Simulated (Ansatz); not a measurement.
BN:
Space group Fmm2 (No. 42); a = 2.4992 Å, b = 6.6622 Å, c = 4.3226 Å, α = β = γ = 90.00°

```json
[
 {"atom": "B", "site": "4a", "symmetry": "mm2", "x": "0.0000", "y": "0.0000", "z": "0.0001"},
 {"atom": "N", "site": "4a", "symmetry": "mm2", "x": "0.0000", "y": "0.0000", "z": "0.6666"}
]
```
(The calculation used a cell of 2 atoms; values per cell refer to that cell.)

Relaxed at zero pressure with r²SCAN+D4 in the plane-wave PAW code Ansatz.

### Question
The volume is raised by 3 % and shape and atoms relax at that volume. What pressure results, and how do the axes share the change?

### Answer
-0.8 GPa; a 0.1 %, b 2.8 %, c 0.1 %; the energy rises by 1 meV/atom.

### Question
Give the new structure.

### Answer

Space group Fmm2 (No. 42); a = 2.501 Å, b = 6.851 Å, c = 4.327 Å, α = β = γ = 90.00°

```json
[
 {"atom": "B", "site": "4a", "symmetry": "mm2", "x": "0.0000", "y": "0.0000", "z": "0.0001"},
 {"atom": "N", "site": "4a", "symmetry": "mm2", "x": "0.0000", "y": "0.0000", "z": "0.6666"}
]
```

The phase is kept; no other phase was compared at this pressure.

The workflow started from a Materials Project entry (that database holds measured and hypothetical structures alike); the Crystallography Open Database copy checked does not list it. It is not the phase usual at ambient conditions (space group No. 186, 194, 216). The cell was relaxed with r²SCAN+D4 under the symmetry of its start. At this level the phase is mechanically unstable.

Potentials: the earlier of the program's two PAW sets. The files were generated under PBE; for other functionals the program regenerates the frozen cores, and for LDA and PBEsol the local potential too.
